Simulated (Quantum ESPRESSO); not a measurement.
Hf3GaFO7, convergence and cost over cutoff and k mesh

Computed values, not a measurement. The program is pw.x of Quantum ESPRESSO 7.5 (plane-wave density functional theory). The cell is made up: 12 atoms on a rutile lattice, with randomly drawn elements, strain and displacements, not relaxed. PseudoDojo standard norm-conserving files (v0.5 for PBE, v0.4.1 for LDA and PBEsol) set the functional; there is no spin polarisation, spin-orbit coupling or dispersion term, and the masses in the input are unused placeholders.

The hafnium pseudopotential is less sure than the others, with forces about 3 percent (worst 6) and pressure in oxides about 1.5 GPa (worst 2.7) from a second method in checks, which no rerun with the same files tests.

Input of the run in row 2:

```
&control calculation='scf', pseudo_dir='./dojo.nc.sr.pbe.v0_5.standard.upf', outdir='./o', disk_io='low', tprnfor=.true., tstress=.true. /
&system ibrav=0, nat=12, ntyp=4, nbnd=55, ecutwfc=84.00895049, nosym=.true., tot_charge=0,
 occupations='smearing', smearing='fd', degauss=0.0018374661
/
&electrons conv_thr=7.350e-09, electron_maxstep=60, /
ATOMIC_SPECIES
F 1.0 F.upf
Ga 1.0 Ga.upf
Hf 1.0 Hf.upf
O 1.0 O.upf
CELL_PARAMETERS angstrom
4.7646 -0.0411 -0.0371
-0.0411 4.7921 0.0308
-0.049 0.0407 6.3418
ATOMIC_POSITIONS angstrom
Hf 0.0243 -0.0115 -0.0352
Hf 2.3249 2.4272 1.5204
Hf -0.1312 0.1757 3.2701
Ga 2.1976 2.3978 4.7298
F 1.5919 1.4693 0.0531
O 3.1646 3.2818 -0.0866
O 3.7164 0.9521 1.6655
O 0.9261 4.0017 1.576
O 1.379 1.4365 3.2458
O 3.3796 3.365 3.0721
O 3.768 1.0769 4.646
O 0.8968 3.8015 4.7837
K_POINTS automatic
5 5 4 1 1 1
```

The same cell was run at these settings. Meshes are shifted by half a step, and differences are from the last row, which is itself not exact.

```
cutoff (eV)     k mesh  k points solved  threshold (eV)  free energy less the last row's (eV)  pressure (GPa)  largest stress difference (GPa)  largest force difference (eV/Å)  iterations  wall time (s)  k-point pools          processor
        800  2 x 2 x 2                4           1e-04                                 2.119          -11.48                            19.50                            0.042           9             18              4  Intel Xeon, older
       1143  5 x 5 x 4               50           1e-07                                 0.003            7.82                             0.03                            0.002          14            208              4  Intel Xeon, older
       1437  7 x 7 x 6              147           1e-07                                 0.000            7.85                             0.00                            0.000          14            907              4  Intel Xeon, older
```

Each pool is one process. Wall times include start-up and a band step at six k points, which weighs most on the coarsest meshes. The runs were on shared virtual cores whose load varied, so times are rough.